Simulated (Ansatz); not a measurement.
Consider the following.

TePt:
Space group Pmma (No. 51); a = 3.6010 Å, b = 3.4937 Å, c = 7.2360 Å, α = β = γ = 90.00°

```
atom  site  symmetry       x       y       z
----  ----  --------  ------  ------  ------
Pt      2e       mm2  0.7500  0.0000  0.1438
Te      2f       mm2  0.2500  0.5000  0.2788
```

This is the PBEsol-relaxed structure.

All from DFT-PBEsol in the program Ansatz with PAW potentials, unless another level is named. Predict the electronic character.

metallic (no gap).

What about the formation energy from the elements (no fitted shifts)?

-0.053 eV/atom.

Predict the density of states at the Fermi level.

0.38 states/eV per atom (mean over ±0.08 eV).

The start of the workflow was typed in or built on a structure type; neither database checked (COD, Materials Project) lists it. COD files the formula under space group No. 166, 194. Whether it is the stable phase at ambient conditions was not checked. The PBEsol relaxation kept the symmetry of its start; its stability against distortions is not shown here. No spin polarisation was allowed. The volume moved by 16 % from the start of the relaxation. The references are the lowest solids computed at this level, not always the standard phases. Scalar-relativistic: spin–orbit coupling is off unless named, which matters more the heavier the elements.

Potentials: the later of the program's two PAW sets.
